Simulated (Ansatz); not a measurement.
Hf₂Si:
```yaml
crystal:
  lattice:
    - [-3.27951, 3.27951, 2.58406]
    - [3.27951, -3.27951, 2.58406]
    - [3.27951, 3.27951, -2.58406]
  atoms:
    - { symbol: Hf, position: [0.34347, 0.15653, 0.50000] }
    - { symbol: Hf, position: [0.65653, 0.84347, 0.50000] }
    - { symbol: Hf, position: [0.15653, 0.65653, 0.81306] }
    - { symbol: Hf, position: [0.84347, 0.34347, 0.18694] }
    - { symbol: Si, position: [0.25000, 0.25000, 0.00000] }
    - { symbol: Si, position: [0.75000, 0.75000, 0.00000] }
```

Relaxed with r²SCAN.

**Question.** Map the electron localisation function on the plane through (0.343, 0.157, 0.500) spanned by u = [0, 0, 1] and v = [1, -1, 0] in lattice vectors, from plane-wave PAW r²SCAN (Ansatz code).

**Answer.** x is the fraction of u, y of v (the angle between them is 90°; rows are the nearest grid lines); atoms in the plane: Hf at (0.00, 0.00), Hf at (0.00, 0.31), Si at (0.50, 0.91), Si at (0.50, 0.41).
```
|8999610157899999987510169998|
|9997300378753223578730037999|
|8763001578621331268751003678|
|0000125788741111478875210000|
|5544444578888888888754444455|
|6542100002468888642000012456|
|4310000000135665310000000134|
|1001345542000220002455431001|
|0002578774200000024778752000|
|1100134421001331001244310011|
|3210001000014554100001000123|
|6653211124688998864211123566|
|3333445678886666888765443333|
|1100014788631331368874100011|
|6541002688621551268862001456|
|9998400368875335788630048999|
|8999610147899999987410169998|
|9985200245666666665420025899|
|5531001355544444455531001355|
|0001346665421111245666431000|
|0000135665432112345665310000|
|8763100245555555555420013678|
|9997300146777887776410037999|
|8999610157899999987510169998|
```
Scale: ten equal steps from 0.107 (start of '0') to 0.848 (end of '9'), in the order '0123456789'; x runs from 0.000 to 1.00, y from 0.000 (bottom) to 1.00 (top).

The density is the valence pseudo-density with augmentation charge, so density and ELF within about 1 Å of a nucleus are not all-electron values.

Space group I4/mcm. The workflow started from a Materials Project entry (that database holds measured and hypothetical structures alike); the Crystallography Open Database copy checked does not list it. Whether it is the stable phase at ambient conditions was not checked. Symmetry was held in the r²SCAN relaxation; its stability against distortions is not shown here. No spin polarisation was allowed. Scalar-relativistic: spin–orbit coupling is off unless named, which matters more the heavier the elements.

Potentials: the later of the program's two PAW sets.
